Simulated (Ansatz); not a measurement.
The relaxed structure here is a generated cell of Ta2Ge: the first start was made by placing the elements on the sites of a structure type, and the end was not matched to a known phase here, so it may be hypothetical.

The start is a generated cell, Ta2Ge built in the AFLOW prototype A2B_cP6_224_b_a (C3, as in Cu2O). Cell shape, volume and atoms are optimised at zero target pressure with r2SCAN (plane waves to 500 eV, PAW, scalar-relativistic; Ansatz, a quantum-chemistry and plane-wave program). The first steps use a coarse 5×5×5 k-mesh.

Starting cell:
```
CELL_PARAMETERS angstrom
      4.74506     0.00000     0.00000
      0.00000     4.74506     0.00000
      0.00000     0.00000     4.74506
ATOMIC_POSITIONS crystal
  Ta 0.75000 0.75000 0.75000
  Ta 0.75000 0.25000 0.25000
  Ta 0.25000 0.75000 0.25000
  Ta 0.25000 0.25000 0.75000
  Ge 0.00000 0.00000 0.00000
  Ge 0.50000 0.50000 0.50000
```

Question: By how much does the energy per atom fall from start to end?

Answer: About 1.4 eV/atom.

Question: How does the volume change?

Answer: +45.9 %, from 17.81 to 25.97 Å³/atom.

Question: How do the shortest distances between atoms change?

Answer: The closest pairs of elements (up to four, under 3.6 Å), start → end: Ge–Ta 2.05 → 2.33 Å; Ta–Ta 3.36 → 3.81 Å.

The space group stays Pn-3m (No. 224) (the run could not lower it); the end is AFLOW prototype A2B_cP6_224_b_a (C3, as in Cu2O), with 6 atoms in the primitive cell. Final values are on a 9×9×9 k-mesh of the relaxed cell. The start holds a very short contact (Ta–Ge 2.05 Å). No spin polarisation in the result. A magnetic state may lie lower.

The run could not lose the symmetry of its start: the end is stationary, and may be a saddle point rather than a minimum.

All atoms sit on sites fixed by symmetry, so only the cell could relax.
